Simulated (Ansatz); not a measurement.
A distorted cell of Y (hcp, Mg type):

```
Y
1.0
    3.65568     0.00000     0.00000
   -1.82784     3.16591     0.00000
    0.00000     0.00000     5.67880
Y
2
Direct
  0.34755   0.69509   0.75000
  0.65245   0.30491   0.25000
```

All values below come from PBE (plane waves to 420 eV, PAW, scalar-relativistic; Ansatz, a quantum-chemistry and plane-wave program). k mesh 15×15×8 (Γ-centred), Fermi-Dirac smearing 0.05 eV. Stress and pressure are positive under compression. With partly filled bands, energies and forces of such displacements shift with the k mesh and the smearing. The PAW data are Ansatz's earlier set. Y is run without spin polarisation. Y was relaxed with its symmetry unable to fall.

Problem. What forces act on the atoms (eV/Å, Cartesian)?

Solution. 
```tsv
atom	Fx	Fy	Fz
Y1	0.000	-0.240	0.000
Y2	0.000	0.240	0.000
```

Problem. Give the stress tensor in GPa and the pressure.

Solution. 
```
   -0.7      0.0      0.0
    0.0      0.5      0.0
    0.0      0.0      0.2
```
The pressure, a third of the trace, is 0.0 GPa.

(A displaced cell: forces are minus the slopes of the energy, force constants its curvatures, and phonons follow from these.)
